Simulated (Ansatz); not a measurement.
This is a band-structure calculation with Ansatz on Si3Ge3N8 on the sites of β-Si3N4 (relaxed group Pm); the level of theory is PBE. The geometry is the r2SCAN minimum.

The input:
```yaml
crystal:
  lattice:
    - [7.8362913329, 0.0, 0.0149369467]
    - [0.0, 2.9924982283, 0.0]
    - [-3.9052126996, 0.0, 6.7621360197]
  atoms:
    - { symbol: Si, position: [0.5975010273, 0.5, 0.8272744092] }
    - { symbol: Si, position: [0.8223857321, 0.0, 0.229159131] }
    - { symbol: Si, position: [0.7649040643, 0.0, 0.5943629189] }
    - { symbol: Ge, position: [0.2280508876, 0.5, 0.4044053906] }
    - { symbol: Ge, position: [0.1698646462, 0.5, 0.7652074537] }
    - { symbol: Ge, position: [0.4135750692, 0.0, 0.1759838688] }
    - { symbol: "N", position: [0.3430117398, 0.5, 0.6730826269] }
    - { symbol: "N", position: [0.6785707843, 0.0, 0.3417842442] }
    - { symbol: "N", position: [0.6976291967, 0.5, 0.668360985] }
    - { symbol: "N", position: [0.6722934286, 0.0, 0.9692930239] }
    - { symbol: "N", position: [0.0183161112, 0.0, 0.6992434512] }
    - { symbol: "N", position: [0.9576315409, 0.5, 0.295385144] }
    - { symbol: "N", position: [0.2982476888, 0.0, 0.3272633251] }
    - { symbol: "N", position: [0.3380180831, 0.5, 0.0291940275] }
kpoints:
  mp_grid: { grid: [4, 8, 4] }
  band_path:
    path:
      - [0.0, 0.0, 0.0]
      - [2.28203931938e-18, 0.5, -4.452387639322e-34]
      - [0.5, 0.5, 7.748005201549e-18]
      - [0.5, -7.238358752782e-36, 7.748005201549e-18]
      - [0.0, 0.0, 0.0]
      - [-6.329672360473e-17, 6.369693081731e-19, 0.5]
      - [-6.315867869668e-17, 0.5, 0.5]
      - [2.28203931938e-18, 0.5, -4.452387639322e-34]
      - [-0.5, 0.5, 0.5]
      - [-0.5, 6.369693081731e-19, 0.5]
      - [0.0, 0.0, 0.0]
    npoints: 10
hamiltonian:
  xc: pbe
scf:
  occupations: { method: fermi_dirac, width: 0.02 }
  n_extra_bands: 7
output:
  forces: true
  stress: true
  eigenvalues: true
```

It took 18 s on 1 × NVIDIA H100 80GB HBM3 with 2 threads of AMD EPYC 7R13 Processor (Zen 3) (shared host), load about 0.8 per core; peak host memory 1.2 GiB.

Task: What will the output look like, and what does it show?

Result: Output, abridged:
```
scf.n_extra_bands = 7 over 47 filled bands (N_el = 94.0): the run solves 54 bands
Functional definition: PBE
Crystal: 14 atoms, lattice volume = 158.747 Å³
Basis set: ecut = 420 eV, 3033 PW (Γ)
Symmetry: 2 space group operations
Space group: Pm (ITA 6)
k-points: 50 of 128 (time reversal used)
SCF 1 converged in 8 iterations: F = -17871.390247 eV  dr2 = 4.64e-8
NSCF: frozen V_eff on 101 k-points
Free energy (F): -17871.390247 eV
Fermi energy:    10.341770 eV
--- Forces (eV/Å), atoms counted from 1 ---
  atom   1  Si    -0.01270      0.00000      0.05971
  atom   2  Si      0.03077      0.00000      0.00799
  atom   3  Si    -0.08967      0.00000      0.00825
  atom   4  Ge    -0.00269      0.00000    -0.01410
  atom   5  Ge    -0.03950      0.00000    -0.08352
  atom   6  Ge      0.02866      0.00000    -0.01779
  atom   7  N       0.10928      0.00000      0.08738
  atom   8  N       0.10430      0.00000      0.08311
  atom   9  N     -0.01405      0.00000      0.01690
  atom  10  N       0.01964      0.00000      0.01847
  atom  11  N     -0.15059      0.00000    -0.05375
  atom  12  N     -0.07352      0.00000    -0.02803
  atom  13  N       0.04883      0.00000    -0.02256
  atom  14  N       0.04122      0.00000    -0.06206
--- Stress (GPa, compression-positive) ---
        5.950606       0.000000       0.028861
        0.000000       6.349236       0.000000
        0.028861       0.000000       5.930446
  P = ⅓ Tr σ = 6.0768 GPa (60.768 kbar)
```
Only the leading digits can be foreseen; the rest is this run's record.

Levels along the path, in eV from the valence top (v1 is the last filled band, c1 the first empty one):
```csv
point,distance (1/Å),v1,c1
Γ,0.00,-0.05,3.38
·,0.52,-0.08,4.86
Z,1.05,-1.14,4.41
·,1.28,-1.00,4.42
D,1.51,-0.89,4.35
·,2.04,-0.45,4.54
B,2.56,-0.09,3.88
·,2.79,-0.07,3.73
Γ,3.02,-0.05,3.38
·,3.26,-0.07,3.80
A,3.49,-0.09,3.96
·,4.01,-0.50,4.64
E,4.54,-0.87,4.26
·,4.77,-0.97,4.37
Z,5.00,-1.14,4.41
·,5.23,-0.97,4.40
C₂,5.47,-0.85,4.19
·,5.99,-0.51,4.67
Y₂,6.52,-0.07,3.92
·,6.75,-0.06,3.76
Γ,6.98,-0.05,3.38
```

The PBE gap is indirect, 3.38 eV (Γ–Z (0.30 of the way from Γ) to Γ), below the direct gap of 3.44 eV at Γ. The gap is the least over the mesh and the extra points. The mean pressure at these positions is +6.08 GPa, compression counted positive. The largest force is 0.16 eV/Å.

Note: simulated data, non-magnetic, for a generated structure that need not be the stable one.

Spin-orbit coupling is left out.
